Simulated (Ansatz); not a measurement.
# An Ansatz input for CO2

```yaml
crystal:
  lattice:
    - [5.62, 0.0, 0.0]
    - [0.0, 5.62, 0.0]
    - [0.0, 0.0, 5.62]
  atoms:
    - { symbol: C, position: [0.0, 0.0, 0.0] }
    - { symbol: C, position: [0.5, 0.0, 0.5] }
    - { symbol: C, position: [0.5, 0.5, 0.0] }
    - { symbol: C, position: [0.0, 0.5, 0.5] }
    - { symbol: O, position: [0.1200345207, 0.1200345207, 0.1200345207] }
    - { symbol: O, position: [0.3799654793, 0.8799654793, 0.6200345207] }
    - { symbol: O, position: [0.6200345207, 0.3799654793, 0.8799654793] }
    - { symbol: O, position: [0.8799654793, 0.6200345207, 0.3799654793] }
    - { symbol: O, position: [0.8799654793, 0.8799654793, 0.8799654793] }
    - { symbol: O, position: [0.6200345207, 0.1200345207, 0.3799654793] }
    - { symbol: O, position: [0.3799654793, 0.6200345207, 0.1200345207] }
    - { symbol: O, position: [0.1200345207, 0.3799654793, 0.6200345207] }
kpoints:
  mp_grid: { grid: [4, 4, 4] }
scf:
  occupations: { method: fermi_dirac, width: 0.02 }
  max_iter: 50
hamiltonian:
  xc: pbe
  pseudopotentials: { kind: paw, frozen_core: stored }
output:
  forces: true
  stress: true
  populations: true
  efg: { quadrupole_moments_barn: { O: -0.02558 } }
ecutwfc: 0.3
```

```sh
ansatz run input.yaml --threads 1 --pin off --max-ram 3072MiB --backend cpu --events-out ev --progress --plain --runs-dir out
```

Task: Does this calculation finish, and if not, why?

Result: The program refused the input. The input holds a keyword of another program. The program says:

```
Error: YAML parse error: error: line 32 column 1: unknown field `ecutwfc`, expected one of crystal, accuracy, basis, kpoints, hamiltonian, magnetization, projection, total_charge, correlation, batch, efield, external_charges, scf, relax, neb, saddle, md, ramp, phonons, dielectric, real_time, elastic, magnetic_configurations, gw, evaluate, workflow, output, checkpoint, execution
  --> <input>:32:1
   |
30 |   populations: true
31 |   efg: { quadrupole_moments_barn: { O: -0.02558 } }
32 | ecutwfc: 0.3
   | ^ unknown field `ecutwfc`, expected one of crystal, accuracy, basis, kpoints, hamiltonian, magnetization, projection, total_charge, correlation, batch, efield, external_charges, scf, relax, neb, saddle, md, ramp, phonons, dielectric, real_time, elastic, magnetic_configurations, gw, evaluate, workflow, output, checkpoint, execution
```

Against a sound input the change was `ecutwfc`: not typed → 0.3; `scf.max_iter`: not typed → 50.

With the sound settings the run converges and gives V_zz (10²¹ V/m²) C -2.63 (η 0.00), O 7.52 (η 0.00). These hold for the positions as typed, which a relaxation reached. The database entry as given showed forces above 3 eV/Å or a pressure above 30 GPa, though relaxing it moves no atom far.
